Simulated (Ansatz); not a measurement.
Structures of MgSiSe$_{3}$: which is lowest?

Plane-wave DFT in Ansatz with scalar-relativistic PAW potentials, cutoff 420 eV, Γ-centred meshes chosen by cell and gap, Gaussian smearing with energies taken to zero width. Every cell was relaxed (cell and atoms) in a run of its own, within the symmetry of its start. Functional: PBE.

Relaxed structures (starts from databases or built by putting these elements on another compound's sites):
A. Pm-3m, 5 atoms in the computed cell, a = 4.860 Å; sites (symmetry × multiplicity) Mg m-3m × 1, Si m-3m × 1, Se 4/mm.m × 3; start: built
B. R-3c, 10 atoms in the computed cell, a = 6.748 Å, c = 16.318 Å; sites (symmetry × multiplicity) Mg 32 × 6, Si -3. × 6, Se .2 × 18; start: built

Problem. Rank them by energy. Could pressure change the order?

Solution.
```csv
structure,group,E − E(lowest) (meV/atom),V (Å³/atom),gap on mesh (eV)
B,R-3c,0.0,21.45,0.24
A,Pm-3m,400,22.96,0.00
```

B is lowest, 400 meV/atom under A. The lowest is also the densest of these, so pressure wouldn't bring one of the others in at first order. Other structures may lie lower than all of these, and vibrations aren't counted.